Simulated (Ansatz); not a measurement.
Ta$_{2}$O$_{5}$:
```
Ta2O5
1.0
   -2.62344     2.62344     4.77641
    2.62344    -2.62344     4.77641
    2.62344     2.62344    -4.77641
Ta O
2 5
Direct
  0.19724   0.19724   0.00000
  0.80276   0.80276   0.00000
  0.00000   0.00000   0.00000
  0.50000   0.00000   0.00000
  0.00000   0.00000   0.50000
  0.00000   0.50000   0.00000
  0.50000   0.50000   0.50000
```

Tensor components refer to the Cartesian frame of this cell.

Q: Give the high-frequency dielectric tensor and the Born effective charge tensors of the independent atoms from DFPT, r²SCAN in the plane-wave PAW code Ansatz.

A: 
ε∞:
```
4.14  0.00  0.00
0.00  4.14  0.00
0.00  0.00  3.06
```
Z* of atom 1 (Ta), rows: field, columns: displacement, in e:
```
8.27  0.00  0.00
0.00  8.27  0.00
0.00  0.00  5.09
```
Z* of atom 3 (O), rows: field, columns: displacement, in e:
```
-0.66   0.00   0.00
 0.00  -0.66   0.00
 0.00   0.00  -6.05
```
Z* of atom 4 (O), rows: field, columns: displacement, in e:
```
-3.97   2.43   1.28
 2.43  -3.97  -1.28
 0.80  -0.80  -1.03
```

Static charges for comparison (Bader): Ta1 +3.03, O3 -1.20, O4 -1.21 e. Born charges measure polarisation by displacement and can exceed these by far.

Space group I4/mmm. The first step of the workflow began from a Materials Project structure, measured or hypothetical; the Crystallography Open Database copy checked does not list it. COD files the formula under space group No. 49, so this cell is another polymorph or a model. Whether it is the stable phase at ambient conditions was not checked. The r²SCAN relaxation kept the symmetry of its start. At this level the phase is dynamically unstable (imaginary phonons). No spin polarisation was allowed. Spin–orbit coupling is left out wherever it is not named.

Potentials: the later of the program's two PAW sets.
